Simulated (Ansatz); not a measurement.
Relaxed-ion elastic tensor of ZrTa (rock salt, Fm-3m) in GPa (Voigt order), the program Ansatz at the r²SCAN level (PAW); density 10.06 g/cm³, 22.46 Å³ per atom.

```
  160   65.9   65.9    0.0    0.0    0.0
 65.9    160   65.9    0.0    0.0    0.0
 65.9   65.9    160    0.0    0.0    0.0
  0.0    0.0    0.0  -83.2    0.0    0.0
  0.0    0.0    0.0    0.0  -83.2    0.0
  0.0    0.0    0.0    0.0    0.0  -83.2
```

Q: Is the crystal mechanically stable?

A: No: the smallest eigenvalue of C is -83.2 GPa.

The start of the workflow was typed in or built on a structure type; neither database checked (COD, Materials Project) lists it. Its standing as an ambient phase is unchecked. The cell was relaxed with r²SCAN under the symmetry of its start. At this level the phase is mechanically unstable. The run is not spin-polarised. Its formation energy is positive at this level, so the cell may be metastable or incomplete. As this level gives no gap, shear constants depend on the k-mesh and smearing (Fermi–Dirac, 0.1 eV here). Spin–orbit coupling is left out wherever it is not named.

Potentials: the later of the program's two PAW sets.
